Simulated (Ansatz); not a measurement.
CdS:
```yaml
crystal:
  lattice:
    - [0.00000, 2.93890, 2.93890]
    - [2.93890, 0.00000, 2.93890]
    - [2.93890, 2.93890, 0.00000]
  atoms:
    - { symbol: S, position: [0.75000, 0.75000, 0.75000] }
    - { symbol: Cd, position: [0.00000, 0.00000, 0.00000] }
```

r²SCAN (plane waves, PAW; program Ansatz) gives a gap of 1.54 eV without spin–orbit coupling, maximum at Γ, minimum at Γ.

Problem. What happens when spin–orbit coupling is switched on?

Solution. The gap shrinks by 0.01 eV, to 1.53 eV; maximum at Γ, minimum at Γ.

Problem. How large is the spin–orbit splitting of the valence top at Γ?

Solution. The fourfold level lies 0.04 eV above the split-off pair.

Problem. Give the electron effective mass with spin–orbit coupling.

Solution. 0.15 mₑ (isotropic).

Space group F-43m (zinc blende). The cell was relaxed with r²SCAN under the symmetry of its start; phonons on a q-mesh show no instability.

Potentials: the later of the program's two PAW sets.
